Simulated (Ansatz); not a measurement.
## SiNi: from a starting cell to a relaxed one

The start is a relaxed SiNi cell displaced along its unstable phonon at q = (½, ½, 0) of its primitive reciprocal cell (345i cm⁻¹), largest move 0.15 Å. The cell and all atomic positions are relaxed at zero pressure with r2SCAN (plane waves to 500 eV, PAW, scalar-relativistic; Ansatz, a quantum-chemistry and plane-wave program). The first steps use a coarse 12×12×12 k-mesh.

Input geometry:
```
SiNi
1.0
    0.00000     4.70567     4.70567
    2.35283     2.35283     4.70567
    2.35283     2.35283     0.00000
Si Ni
2 2
Direct
  0.00000   0.96812   0.03188
  0.50000   0.03188   0.96812
  0.00000   0.48212   0.51788
  0.50000   0.51788   0.48212
```

| Quantity | Result |
|---|---|
| Volume change | -12.6 %, from 13.02 to 11.38 Å³/atom |
| Shortest distances (start → end) | The closest pairs of elements (up to four, under 3.6 Å), start → end: Ni–Si 2.29 → 2.33 Å; Si–Si 3.12 → 2.64 Å; Ni–Ni 3.21 → 2.65 Å |
| Band gap at the end | no gap (metallic) |
| Optimiser moves | 9 |

Final structure:

Space group P4/nmm, origin choice 1 (No. 129); a = 3.125 Å, b = 3.125 Å, c = 4.659 Å, α = 90.00°, β = 90.00°, γ = 90.00°

| atom | site | symmetry | x | y | z |
|---|---|---|---|---|---|
| Si | 2c | 4mm | 0.0000 | 0.5000 | 0.3443 |
| Ni | 2c | 4mm | 0.5000 | 0.0000 | 0.1564 |

Final values are on a 15×15×10 k-mesh of the relaxed cell. No spin polarisation in the result. A magnetic state may lie lower.

The run could not lose the symmetry of its start, so the end can be a saddle point.

The relaxed structure here is a generated cell of SiNi: the first start was made by placing the elements on the sites of a structure type, and the end was not matched to a known phase here, so it may be hypothetical. Known forms of SiNi include space group No. 62.
